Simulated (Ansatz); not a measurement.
BN:
```cif
data_B2N2
_chemical_formula_sum 'B2 N2'
_space_group_name_H-M_alt 'P63/mmc'
_space_group_IT_number 194
_space_group_name_Hall '-P 6c 2c'
_cell_length_a 2.50564
_cell_length_b 2.50564
_cell_length_c 6.65743
_cell_angle_alpha 90.000
_cell_angle_beta 90.000
_cell_angle_gamma 120.000
loop_
_atom_site_label
_atom_site_type_symbol
_atom_site_symmetry_multiplicity
_atom_site_Wyckoff_symbol
_atom_site_fract_x
_atom_site_fract_y
_atom_site_fract_z
_atom_site_occupancy
B1 B 2 b 0.00000 0.00000 0.25000 1
N1 N 2 d 0.66667 0.33333 0.25000 1
```

Relaxed at zero pressure with plane-wave PAW PBE+D3(BJ) (Ansatz code).

Question: The volume is lowered by 3 % and shape and atoms relax at that volume. What pressure results, and how do the axes share the change?

Answer: 1.0 GPa; a -0.1 %, b -0.1 %, c -2.8 %; the energy rises by 1 meV/atom.

Question: Give the new structure.

Answer: 
Space group P6₃/mmc (No. 194); a = 2.5031 Å, b = 2.5031 Å, c = 6.4709 Å, α = 90.00°, β = 90.00°, γ = 120.00°

| atom | site | symmetry | x | y | z |
|---|---|---|---|---|---|
| B | 2b | -6m2 | 0.0000 | 0.0000 | 0.2500 |
| N | 2d | -6m2 | 0.6667 | 0.3333 | 0.2500 |

The phase is kept; no other phase was compared at this pressure.

Space group P6_3/mmc. The start of the workflow was typed in or built on a structure type. Its sites differ from those of the usual phase in this space group: another stacking or structure type. The PBE+D3(BJ) relaxation kept the symmetry of its start; whether a distortion lowers the energy is not shown. The volume moved by 54 % from the start of the relaxation.

Potentials: the later of the program's two PAW sets.
